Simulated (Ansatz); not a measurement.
An Ansatz (a quantum-chemistry and plane-wave program) run. Input:

Ansatz 0.2 input:
```yaml
crystal:
  lattice:
    - [2.3869151174, 1.3780860856, 4.3381133111]
    - [-2.3869151174, 1.3780860856, 4.3381133111]
    - [0.0, -2.7561721712, 4.3381133111]
  atoms:
    - { symbol: Al, position: [0.3520726496, 0.3520726496, 0.3520726496] }
    - { symbol: Al, position: [0.1479273504, 0.1479273504, 0.1479273504] }
    - { symbol: Al, position: [0.6479273504, 0.6479273504, 0.6479273504] }
    - { symbol: Al, position: [0.8520726496, 0.8520726496, 0.8520726496] }
    - { symbol: O, position: [0.5558605472, 0.9441394528, 0.25] }
    - { symbol: O, position: [0.25, 0.5558605472, 0.9441394528] }
    - { symbol: O, position: [0.9441394528, 0.25, 0.5558605472] }
    - { symbol: O, position: [0.4441394528, 0.0558605472, 0.75] }
    - { symbol: O, position: [0.75, 0.4441394528, 0.0558605472] }
    - { symbol: O, position: [0.0558605472, 0.75, 0.4441394528] }
kpoints:
  mp_grid: { grid: [4, 4, 4] }
hamiltonian:
  xc: hse06
  pseudopotentials: { kind: paw }
scf:
  n_extra_bands: 10
  occupations: { method: fixed }
output:
  eigenvalues: true
  eigenstates:
    e_range: [-9.0, 17.0]
    kpoints:
      - [0.0, 0.0, 0.0]  # VBM
      - [0.0, 0.0, 0.0]  # CBM
      - [0.0, 0.0, 0.0]  # GAMMA
      - [0.5, 0.5, 0.5]  # T
      - [0.5, 0.0, 0.0]  # L
      - [0.5, 0.0, 0.5]  # F
      - [0.3669712939, -0.3669712939, 0.0]  # S_0
      - [0.6330287061, 0.0, 0.3669712939]  # S_2
      - [0.5, -0.2339425879, 0.2339425879]  # H_0
      - [0.7660574121, 0.2339425879, 0.5]  # H_2
```

Output (shortened):

```
Pseudopotential: Al, paw, valence charge 3
Pseudopotential: O, paw, valence charge 6
Functional definition: HSE06
davidson cushion auto → on  (no smearing: the cushion is to keep the highest requested band from converging to the state above it …
Crystal: 10 atoms, lattice volume = 85.618 Å³
Basis set: ecut = 420 eV, 1653 PW (Γ)
Bands: 34, of which v1, the nominal top of the filled ones, is band 24 counted from 1 (23 counted from 0)
Symmetry: 12 space group operations
Space group: R-3c (ITA 167), of the structure as read, at distance tolerance 4.4e-5 Å
k-points: 13 of 64
SCF iter   1: F=—  HF=-5569.578565 eV  |F-HF|=—  |Δ(HF+E_count)|=         —  Δρ=1.58e-3  dr2=8.96e-4  ethr=1.77e-3  ⟨swp⟩=2.0  Hψ=3371  notcnv=0
preconditioner: auto → none
SCF iter   2: F=-5569.580624 eV  HF=-5569.580061 eV  |F-HF|=5.63e-4  |Δ(HF+E_count)|=   1.50e-3  Δρ=7.58e-4  dr2=1.11e-4  ethr=1.87e-6  ⟨swp⟩=4.8  Hψ=1490  notcnv=0
SCF 1 stopped early in 2 iterations: F = -5569.580624 eV  dr2 = 1.11e-4
Crystal: 10 atoms, lattice volume = 85.618 Å³
Exchange kernel: α = 0.2500, screened, ω = 0.2079 Å⁻¹, Wigner–Seitz truncation, v(0) = 1043.5180 eV·Å³, q-mesh 4×4×4, nearest image of the exchange supercell L …
Frozen-core exchange: fock
SCF iter   1: F=—  HF=-5570.983493 eV  |F-HF|=—  |Δ(HF+E_count)|=         —  Δρ=7.55e-3  dr2=2.51e-2  ethr=2.31e-6  ⟨swp⟩=7.9  Hψ=2452  notcnv=0
preconditioner: auto → none
SCF iter   2: F=—  HF=-5570.973805 eV  |F-HF|=—  |Δ(HF+E_count)|=   9.69e-3  Δρ=3.89e-3  dr2=5.51e-3  ethr=2.31e-6  ⟨swp⟩=4.0  Hψ=1553  notcnv=0
SCF iter   3: F=—  HF=-5570.986789 eV  |F-HF|=—  |Δ(HF+E_count)|=   1.30e-2  Δρ=1.47e-3  dr2=1.90e-3  ethr=2.31e-6  ⟨swp⟩=4.2  Hψ=1397  notcnv=0
SCF iter   4: F=—  HF=-5570.986259 eV  |F-HF|=—  |Δ(HF+E_count)|=   5.30e-4  Δρ=5.81e-4  dr2=2.82e-4  ethr=2.31e-6  ⟨swp⟩=3.7  Hψ=1406  notcnv=0
iter 5 solved again at ethr=1.29e-8 eV; its pass at ethr=4.67e-7 eV (dr2=6.18e-6 eV) is discarded
SCF iter   5: F=—  HF=-5570.986179 eV  |F-HF|=—  |Δ(HF+E_count)|=   8.02e-5  Δρ=9.74e-5  dr2=1.70e-5  ethr=1.29e-8  ⟨swp⟩=4.2  Hψ=2372  notcnv=0
SCF iter   6: F=-5570.986286 eV  HF=-5570.986292 eV  |F-HF|=5.71e-6  |Δ(HF+E_count)|=   1.13e-4  Δρ=9.85e-5  dr2=7.61e-6  ethr=1.07e-8  ⟨swp⟩=5.5  Hψ=1634  notcnv=0
SCF 2 stopped early in 6 iterations: F = -5570.986286 eV  dr2 = 7.61e-6
hybrid outer 1: dexx = +1.572e-2 eV, tail = 3.58e-5 eV
Crystal: 10 atoms, lattice volume = 85.618 Å³
Exchange kernel: α = 0.2500, screened, ω = 0.2079 Å⁻¹, Wigner–Seitz truncation, v(0) = 1043.5180 eV·Å³, q-mesh 4×4×4, nearest image of the exchange supercell L …
Frozen-core exchange: fock
SCF iter   1: F=—  HF=-5570.986413 eV  |F-HF|=—  |Δ(HF+E_count)|=         —  Δρ=3.28e-5  dr2=5.84e-7  ethr=3.73e-7  ⟨swp⟩=3.7  Hψ=1013  notcnv=0
preconditioner: auto → none
SCF iter   2: F=—  HF=-5570.986414 eV  |F-HF|=—  |Δ(HF+E_count)|=   3.62e-7  Δρ=1.56e-5  dr2=1.38e-7  ethr=1.12e-9  ⟨swp⟩=5.5  Hψ=1726  notcnv=0
SCF iter   3: F=-5570.986414 eV  HF=-5570.986414 eV  |F-HF|=2.85e-8  |Δ(HF+E_count)|=   1.83e-8  Δρ=9.90e-6  dr2=8.72e-8  ethr=1.90e-10  ⟨swp⟩=3.8  Hψ=1427  notcnv=0
SCF 3 converged in 3 iterations: F = -5570.986414 eV  dr2 = 8.72e-8
hybrid outer 2: dexx = +4.143e-7 eV, tail = 1.93e-7 eV, Δε = 2.52e-3 eV (about 2.52e-4 eV left of the loop's levels)
the search or the solves at the SCF's close seem to have found levels that the self-consistency loop had missed (the run counts 1) …
NSCF: frozen V_eff on 10 k-points
hybrid SCF converged: 2 outer / 9 inner (+2 warm-up), last move |dexx| = 4.14e-7 eV, tail = 1.93e-7 eV
Stability not checked (fock_operator)
Free energy (F): -5570.986414 eV
Frozen-core exchange: fock
Harris-Foulkes:  -5570.986414 eV  (|F-HF|=2.85e-8)
Internal energy: -5570.986414 eV  (E = F + TS)
E sigma→0 (E₀):  -5570.986414 eV
Fermi energy:    6.375983 eV
--- Per-component energies (eV) ---
  E_band       = -22.964279
  E_kinetic    = 1189.217224
  E_local      = -1987.963662  (includes V_loc(G=0)·N_el)
  E_nonlocal   = 316.087263
  E_hartree    = 740.205652
  E_xc         = -494.358556
  E_vxc        = -557.138818  (∫ρ·V_xc dr)
  E_exx        = -136.235990  (= α·E_x^exact, valence–valence)
  E_paw        = -2806.294427  (= ΣΔE_a)
  E_vpaw       = -191.124304  (= ΣTr[D̂ρ^β])
  E_aug_tail   = 0.015057  (compensation charges beyond the density's cutoff)
  E_ewald      = -2391.319624
  E_core_change = -0.339352  (= ΣΔE_core)
  E_smearing   =  0.000000  (= −TS)
  E_closure    =  0.000000  (closes the sum)
  Σ components = -5570.986414   (vs F -5570.986414, Δ=0.00e0)
  [band-id]    e_kinetic+e_local+e_nonlocal+2·e_hartree+e_vxc+2·e_exx+e_vpaw+e_augmentation_tail = -22.967916   (vs E_band -22.964279, Δ=-3.64e-3)
--- Band table (eV; the first three rows and the last of 13) ---
  k-point 0: bands = ["-14.4306", "-12.0220", "-11.7386", "-11.7386", "-11.4092", "-11.4092", "-0.9125", "0.1240", "0.5264", "0.5264", "1.6879", "1.7741", "1.7741", "2.8629", "3.2731", "4.9135", "4.9135", "5.0189", "5.0189", "5.7883", "5.7883", "6.3230", …
  k-point 1: bands = ["-14.1011", "-12.2911", "-11.8110", "-11.7858", "-11.5499", "-11.4428", "-0.6246", "-0.0877", "0.1285", "0.9820", "1.5040", "1.9549", "3.2709", "3.5713", "3.8928", "4.2318", "4.4638", "4.8511", "4.9586", "5.0081", "5.5148", "5.8669", …
  k-point 2: bands = ["-13.2402", "-13.2402", "-11.7504", "-11.7504", "-11.6162", "-11.6162", "-0.4256", "-0.4256", "0.8824", "0.8824", "2.6115", "2.6115", "2.7448", "2.7448", "4.0604", "4.0604", "4.7333", "4.7333", "5.0121", "5.0121", "5.3679", "5.3679", …
  k-point 12: bands = ["-13.3941", "-13.3941", "-11.5932", "-11.5932", "-11.5932", "-11.5932", "0.4594", "0.4594", "1.6924", "1.6924", "1.6924", "1.6924", "2.1042", "2.1042", "3.9567", "3.9567", "4.2586", "4.2586", "4.2586", "4.2586", "5.9536", "5.9536", …
```

Cost: roughly 2.6 core-minutes on shared cores.

The points marked VBM and CBM come from a semilocal run.

The PBEsol relaxation kept the symmetry of its start.

Potentials: the later of the program's two PAW sets.

Ansatz is a plane-wave DFT program.
